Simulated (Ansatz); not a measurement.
Relaxed-ion elastic tensor of Ti₂AlN in space group P6_3/mmc (No. 194; Ti on 4f, Al on 2d, N on 2a) in GPa (Voigt order), the program Ansatz at the PBEsol level (PAW); density 4.41 g/cm³, 12.87 Å³ per atom.

```
 328  74.7  93.3   0.0   0.0   0.0
74.7   328  93.3   0.0   0.0   0.0
93.3  93.3   306   0.0   0.0   0.0
 0.0   0.0   0.0   136   0.0   0.0
 0.0   0.0   0.0   0.0   136   0.0
 0.0   0.0   0.0   0.0   0.0   127
```

Is the crystal mechanically stable?

Yes: the smallest eigenvalue of C is 127 GPa.

Work out the Voigt, Reuss and Hill averages.

K_V = 165, K_R = 165, K_H = 165; G_V = 126, G_R = 125, G_H = 126 GPa.

Give Young's modulus, Poisson's ratio, Pugh's ratio and the universal anisotropy index.

E = 9KG/(3K + G) = 301 GPa; ν = 0.20; K/G = 1.31 (brittle by the Pugh limit of 1.75); A_U = 5G_V/G_R + K_V/K_R − 6 = 0.04.

Estimate the sound speeds and the Debye temperature.

v_l = √((K + 4G/3)/ρ) = 8690 m/s, v_t = √(G/ρ) = 5340 m/s, mean 5890 m/s; Θ = (h/k)(3n/4πV)^(1/3) v_m = 749 K.

Solve the Christoffel equation for the three sound speeds along x, y, z.

Eigenvalues of C_ijkl n_j n_l equal ρv². In km/s, slowest first: x 5.36, 5.55, 8.62; y 5.36, 5.55, 8.62; z 5.55, 5.55, 8.33.

How much does each axis shrink under pressure?

Linear compressibilities β_i = Σ_j S_ij (j = 1 to 3): x 2.0, y 2.0, z 2.0 per TPa.

The first step of the workflow began from a Materials Project structure, measured or hypothetical; the Crystallography Open Database copy checked does not list it. Its standing as an ambient phase is unchecked. The cell was relaxed with PBEsol under the symmetry of its start; of distortions, only those at the zone centre were tested. The run is not spin-polarised. As this level gives no gap, shear constants depend on the k-mesh and smearing (Fermi–Dirac, 0.1 eV here).

Potentials: the earlier of the program's two PAW sets.
